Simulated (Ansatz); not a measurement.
**Ionic part of the dielectric constant of AgCl at 9 GPa, mode by mode**

All numbers below come from DFT LDA, scalar-relativistic, plane waves, PAW in Ansatz 0.2.0. Plane waves to 420 eV; Γ-centred k mesh 10×10×10; fixed occupations. No spin polarisation. Phonons by linear response, acoustic sum rule imposed.

Symmetry: Fm-3m, No. 225, cubic system. The conventional cell has a = 5.178 Å, b = 5.178 Å, c = 5.178 Å, α = 90.00°, β = 90.00°, γ = 90.00°. Around Ag (site symmetry m-3m) lie 6 Cl at 2.59 Å. Cl (site symmetry m-3m) has 6 Ag at 2.59 Å as nearest neighbours.

The bands were filled as in an insulator; under compression the gap may have closed between mesh points.

The primitive cell has V = 34.72 Å³ and ε∞,zz = 6.278. Each polar mode adds Δε = (4.92064×10⁷/V)·S/ν² along z, with S its oscillator strength in e²/amu, ν in cm⁻¹ and V in Å³.

Task: From these modes, find each Δε and ε0,zz.
| ν (cm⁻¹) | S_zz (e²/amu) |
| --- | --- |
| 176.9 | 0.06996 |

Result:
| ν (cm⁻¹) | Δε |
| --- | --- |
| 176.9 | 3.17 |

The sum is 3.170, so ε0,zz = 9.45; the run's tensor has 9.45.

Task: Where do the longitudinal modes lie for a wave vector along z?

Result: At 217 cm⁻¹. The Lyddane–Sachs–Teller product Π(ν_LO/ν_TO)² = 1.50 matches ε0/ε∞ = 1.50.